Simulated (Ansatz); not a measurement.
Single point in Ansatz 0.2.0 with PBEsol, spin-orbit coupling. Cutoff 420 eV, PAW datasets, 6×6×6 Γ-centred k mesh, methfessel-paxton filling (width 0.0893 eV).

Computed maps in the lattice plane spanned by a (left to right, 4.25 Å, 13 points from zero) and b (bottom to top, 4.25 Å, 13 points from zero), 90° apart, at height 0.500 along c. The fields are smooth PAW ones with compensation charges, not the true ones near nuclei.

Valence density. Digits on a logarithmic scale: 0 up to 0.03 e/Å³, each further digit a factor of 1.6, 9 from 1.3 e/Å³ up:
```
5554455445554
5543345545545
5432245555555
5432245555555
5544445545544
4555555455554
4455554555555
5445545544445
5555555542234
5555555542234
5545545543345
5455544554455
4555554455555
```

**Question.** The cell is LaAl2Rh2. Which atoms lie within 0.2 Å of this plane, and where (fractions of a and b)?

**Answer.** Al at (0.75, 0.25), Al at (0.25, 0.75). The whole cell:
```xyz
5
Lattice="0.0000 4.2468 0.0000 4.2468 0.0000 0.0000 2.1234 2.1234 -5.4495" Properties=species:S:1:pos:R:3 pbc="T T T"
Al    2.1234    4.2468   -2.7247
Al    4.2468    2.1234   -2.7247
La    0.0000    0.0000    0.0000
Rh    2.1234    2.1234   -1.3297
Rh    4.2468    4.2468   -4.1198
```

The state carries no moments; the state need not be the lowest.

Origin: a known structure type with other elements, at an estimated volume, so it need not be a known compound. Caveats: started without moments under time reversal, so no moment could form; f levels without a U or exact exchange are poorly placed.
